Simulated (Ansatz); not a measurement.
# Surface calculation: hcp Co (0001), 3 layers

The slab is cut from the hcp crystal, the stable phase, as relaxed on PAW files (10.86 Å³/atom), with 16 Å of vacuum and a dipole correction:

```
Co
1.0
     2.49304    0.00000    0.00000
    -1.24652    2.15904    0.00000
     0.00000    0.00000   20.03690
Co
3
Direct
  0.00000 0.00000 0.39926
  0.33333 0.66667 0.50000
  0.00000 0.00000 0.60074
```

Computed with Ansatz 0.2.0; functional PBE, scalar-relativistic. Settings: a Γ-centred 15×15×1 k mesh, Fermi–Dirac smearing of 0.1 eV, spin-polarised from start moments Co1 1.7, Co2 1.7, Co3 1.7 μB. Methods: LAPW: all electrons, basis error target 1 meV/atom; PAW: frozen-core files, cutoff 420 eV.

The bulk energy comes from a cell in the slab's orientation on a 15×15×8 mesh. The surface energy is (E(slab) − N·E(bulk))/2A at zero smearing, the mean of both faces; thin slabs carry quantum-size effects.

The magnetic state is the one reached from the start moments; other orders weren't searched.

Question: As cut, the LAPW slab lies 1.467 eV above 3 atoms of bulk. What surface energy is that?

Answer: Over two faces of 5.38 Å² it is 136.2 meV/Å², and times 16.02 J/m² per eV/Å² that gives γ = 2.183 J/m².

```json
{"method": "LAPW", "γ as cut (J/m²)": "2.183", "γ relaxed (J/m²)": "2.170", "Φ as cut (eV)": "4.99", "Φ relaxed (eV)": "4.97"}
```

Question: How do the spacings between the planes relax?

Answer: From the bottom face up: d12 -1.8 % of 2.018 Å, d23 -1.8 % of 2.018 Å.

Question: How do the moments vary through the slab?

Answer: Co1 1.77, Co2 1.73, Co3 1.77 μB in the LAPW spheres; the bulk has Co 1.68 μB.

Question: What changes if the images along the normal are cut off in place of the dipole correction?

Answer: LAPW then gives: no gap, work function 4.97 eV; PAW: no gap, work function 4.98 eV.
